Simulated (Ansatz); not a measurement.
An Ansatz (a quantum-chemistry and plane-wave program) input:

Ansatz 0.2 input:
```yaml
crystal:
  lattice:
    - [5.1944120925, 0.0, 0.0]
    - [0.0, 5.039531368, 0.0]
    - [0.0, 0.0, 5.1398275167]
  atoms:
    - { symbol: Sc, position: [0.0244221373, 0.3044330883, 0.2419568625] }
    - { symbol: Sc, position: [0.9755778627, 0.6955669117, 0.7419568625] }
    - { symbol: Sc, position: [0.5244221373, 0.6955669117, 0.2419568625] }
    - { symbol: Sc, position: [0.4755778627, 0.3044330883, 0.7419568625] }
    - { symbol: F, position: [0.367492194, 0.0627203629, 0.1264326451] }
    - { symbol: F, position: [0.632507806, 0.9372796371, 0.6264326451] }
    - { symbol: F, position: [0.867492194, 0.9372796371, 0.1264326451] }
    - { symbol: F, position: [0.132507806, 0.0627203629, 0.6264326451] }
    - { symbol: O, position: [0.2439741194, 0.5358728559, 0.9876104925] }
    - { symbol: O, position: [0.7560258806, 0.4641271441, 0.4876104925] }
    - { symbol: O, position: [0.7439741194, 0.4641271441, 0.9876104925] }
    - { symbol: O, position: [0.2560258806, 0.5358728559, 0.4876104925] }
kpoints:
  mp_grid: { grid: [5, 5, 5] }
hamiltonian:
  xc: r2scan
  pseudopotentials: { azcp: { folder: ./paw }, kind: paw }
scf:
  occupations: { method: fixed }
output:
  optics: { e_range: [0.0, 15.0], de: 0.05, sigma: 0.1, bands: { spectra_wanted_up_to: 12 eV } }
```

How many symmetry operations and irreducible k-points will the run report?

4 operations, 27 of 125 k-points.

With a cutoff of 500 eV, how many plane waves at Γ?

3387.

It took roughly 8 core-minutes on shared server cores.

Space group Pca2_1. The start of the workflow was typed in or built on a structure type; neither database checked (COD, Materials Project) lists it. Its standing as an ambient phase is unchecked. The cell was relaxed with r²SCAN under the symmetry of its start; its stability against distortions is not shown here. The run is not spin-polarised.

Potentials: the earlier of the program's two PAW sets.

Ansatz is a plane-wave DFT program.
